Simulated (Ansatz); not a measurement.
Does relaxation matter for the field gradients of SiO2 with Sc replacing Si?

Start: a supercell of SiO2 (quartz type, P3_221) built from a refined structure from the COD, with all atoms left at the host's positions.

```xyz
36
Lattice="-7.3745 4.2577 5.4084 7.3745 -4.2577 5.4084 2.4582 4.2577 -5.4084" Properties=species:S:1:pos:R:3 pbc="T T T"
Sc    2.3094    0.0000    3.6056
Si   -5.0652    4.2577    3.6056
Si   -0.1488    4.2577    3.6056
Si   -0.1488    4.2577   -1.8028
Si   -1.1547    2.0000    1.8028
Si   -1.1547    2.0000    7.2112
Si   -3.6129    6.2577    1.8028
Si    3.7617    2.0000    1.8028
Si    1.3035    2.2577    0.0000
Si    1.3035    2.2577    5.4084
Si   -3.6129    2.2577    5.4084
Si    3.7617   -2.0000    5.4084
O     1.3754    1.1393    4.2487
O     1.3754    1.1393   -1.1597
O     6.2917    1.1393   -1.1597
O    -1.0828    5.3970   -1.1597
O     3.2420    0.6215    2.4459
O    -4.1325    4.8791    2.4459
O     0.7839    4.8791    2.4459
O     0.7839    4.8791   -2.9625
O     2.7571    2.4970    0.6431
O     2.7571    2.4970    6.0515
O    -2.1592    2.4970    6.0515
O     5.2153   -1.7607    6.0515
O     0.2990    1.7607    1.1597
O     0.2990    1.7607    6.5681
O    -2.1592    6.0184    1.1597
O     5.2153    1.7607    1.1597
O    -1.0828    3.1184    2.9625
O     6.2917   -1.1393    2.9625
O     3.8335    3.1184   -2.4459
O     3.8335    3.1184    2.9625
O     0.7839    3.6362    4.7653
O     0.7839    3.6362   -0.6431
O     3.2420   -0.6215    4.7653
O    -4.1325    3.6362    4.7653
```

Atom numbers follow the list; atoms alike are taken as one site, whose name carries the number of the first.

Method: Kohn–Sham DFT in Ansatz, PBE, plane waves and PAW, scalar-relativistic, 420 eV cutoff, Γ-centred 3×3×4 k-points, Fermi–Dirac smearing 0.01 eV, cell charge -1.

The largest force at the start is 15 eV/Å. Relaxing the ions at fixed cell moves them by 0.538 Å at most (atom 13, O) and 0.217 Å rms.

```
site  atom  moved (Å)                          first shell before                           first shell after  V_zz before (10²¹ V/m²)  η before
  Sc     1      0.187                               4 O at 1.61 Å                          4 O at 1.92–1.95 Å                    -0.64      0.33
 Si4     4      0.081                               4 O at 1.61 Å                          4 O at 1.61–1.62 Å                     0.78      0.60
 Si5     5      0.170                               4 O at 1.61 Å                          4 O at 1.62–1.63 Å                     0.85      0.30
 Si6     6      0.102                               4 O at 1.61 Å                          4 O at 1.61–1.62 Å                     0.83      0.88
 Si8     8      0.165                               4 O at 1.61 Å                          4 O at 1.59–1.66 Å                    -1.92      0.06
Si11    11      0.073                               4 O at 1.61 Å                          4 O at 1.62–1.63 Å                     0.79      0.44
Si12    12      0.190                               4 O at 1.61 Å                          4 O at 1.58–1.65 Å                    -1.87      0.33
 O13    13      0.538  1 Sc at 1.61 Å, 1 Si at 1.61 Å, angle 144°  1 Si at 1.59 Å, 1 Sc at 1.94 Å, angle 124°                     4.87      0.18
 O17    17      0.379  1 Si at 1.61 Å, 1 Sc at 1.61 Å, angle 144°  1 Si at 1.59 Å, 1 Sc at 1.94 Å, angle 129°                     4.98      0.20
 O24    24      0.226                  2 Si at 1.61 Å, angle 144°             2 Si at 1.62–1.63 Å, angle 142°                     8.67      0.24
 O28    28      0.220                  2 Si at 1.61 Å, angle 144°                  2 Si at 1.63 Å, angle 136°                     8.78      0.18
 O31    31      0.487  1 Sc at 1.61 Å, 1 Si at 1.61 Å, angle 144°  1 Si at 1.59 Å, 1 Sc at 1.92 Å, angle 131°                     4.91      0.18
 O35    35      0.303  1 Si at 1.61 Å, 1 Sc at 1.61 Å, angle 144°  1 Si at 1.58 Å, 1 Sc at 1.95 Å, angle 130°                     5.00      0.19
 O36    36      0.043                  2 Si at 1.61 Å, angle 144°             2 Si at 1.62–1.63 Å, angle 142°                     9.22      0.18
```

Question: What are V_zz and η after the relaxation?

Answer: 

| site | atom | V_zz after | η after | change of V_zz |
| --- | --- | --- | --- | --- |
| Sc | 1 | -2.74 | 0.93 | – |
| Si4 | 4 | -0.38 | 0.46 | – |
| Si5 | 5 | 0.75 | 0.61 | -0.10 |
| Si6 | 6 | -0.80 | 0.61 | – |
| Si8 | 8 | -2.77 | 0.33 | -0.85 |
| Si11 | 11 | 1.05 | 0.20 | +0.26 |
| Si12 | 12 | -2.86 | 0.24 | -0.99 |
| O13 | 13 | 4.30 | 0.20 | -0.57 |
| O17 | 17 | 4.86 | 0.27 | -0.12 |
| O24 | 24 | 9.36 | 0.25 | +0.69 |
| O28 | 28 | 8.84 | 0.38 | +0.06 |
| O31 | 31 | 4.52 | 0.24 | -0.39 |
| O35 | 35 | 4.76 | 0.32 | -0.24 |
| O36 | 36 | 9.54 | 0.27 | +0.32 |

The largest change of V_zz along a kept axis is on Si12, from -1.87 to -2.86. The whole tensor moves most on Sc, by 2.94 along its most changed direction. In per cent, |V_zz| changes by -11 to +53 on Si, -12 to +8 on O (all sites that start above 0.5, bar those whose gradient vanishes or changes sign or whose main axis turns by over 40°). Where |V_zz| stays above 0.1 and the axes keep their order, η moves most on Si5, from 0.30 to 0.61. On O35, O17, O31, O13, Si11 V_xx and V_yy change places (or their axes turn by over 50°), so the two values of η hide a larger change. On Si6, Si4, Sc the largest principal value lies along another axis in the second run, so the two V_zz can't be compared directly. The table leaves out 22 of the 36 sites, with |V_zz| up to 9.91; their tensors move by 1.69 at most along any direction. The statements above cover all sites. The host's own positions weren't relaxed first, so part of the change far from the defect can be the host's relaxation.

The defect repeats with the cell of 36 atoms, so it feels its images: sites between two images don't show the values beside a lone defect, and zeros or small values of η there can come from the images' arrangement. O and Si carry a gradient in the pure host already, so the values there aren't the defect's effect alone. A uniform background compensates the cell's charge.
Before: The cell keeps the host's lattice, where the PBE pressure is 18 GPa (in a charged cell this depends on the convention for the mean potential). The neighbours have not yet relaxed around the defect (largest force 15 eV/Å), so the values at and beside it are those of a strained start, not of the defect in a real crystal.
